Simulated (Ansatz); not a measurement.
ZnPdF$_{6}$:
```cif
data_F18Pd3Zn3
_chemical_formula_sum 'Zn3 Pd3 F18'
_space_group_name_H-M_alt 'R-3 :H'
_space_group_IT_number 148
_space_group_name_Hall '-R 3'
_cell_length_a 4.81669
_cell_length_b 4.81669
_cell_length_c 13.45906
_cell_angle_alpha 90.000
_cell_angle_beta 90.000
_cell_angle_gamma 120.000
loop_
_atom_site_label
_atom_site_type_symbol
_atom_site_symmetry_multiplicity
_atom_site_Wyckoff_symbol
_atom_site_fract_x
_atom_site_fract_y
_atom_site_fract_z
_atom_site_occupancy
Zn1 Zn 3 b 0.00000 0.00000 0.50000 1
Pd1 Pd 3 a 0.00000 0.00000 0.00000 1
F1 F 18 f 0.00467 0.32343 0.08224 1
```
(The calculation used a cell of 8 atoms; values per cell refer to that cell.)

Relaxed at zero pressure with LDA (plane waves, PAW; program Ansatz).

Question: The volume is lowered by 9 % and shape and atoms relax at that volume. What pressure results, and how do the axes share the change?

Answer: 7.2 GPa; a -4.0 %, b -4.0 %, c -1.2 %; the energy rises by 19 meV/atom.

Question: Give the new structure.

Answer: 
Space group R-3, hexagonal axes (No. 148); a = b = 4.6234 Å, c = 13.2932 Å, α = β = 90.00°, γ = 120.00°

```json
[
 {"atom": "Zn", "site": "3b", "symmetry": "-3.", "x": "0.0000", "y": "0.0000", "z": "0.5000"},
 {"atom": "Pd", "site": "3a", "symmetry": "-3.", "x": "0.0000", "y": "0.0000", "z": "0.0000"},
 {"atom": "F", "site": "18f", "symmetry": "1", "x": "0.3406", "y": "0.0167", "z": "0.0825"}
]
```

The phase is kept; no other phase was compared at this pressure.

The first step of the workflow began from a Materials Project structure, measured or hypothetical; the Crystallography Open Database files this formula in space group No. 148, but the cells were not matched. Its standing as an ambient phase is unchecked. The LDA relaxation kept the symmetry of its start; of distortions, only those at the zone centre were tested. No spin polarisation was allowed.

Potentials: the later of the program's two PAW sets.
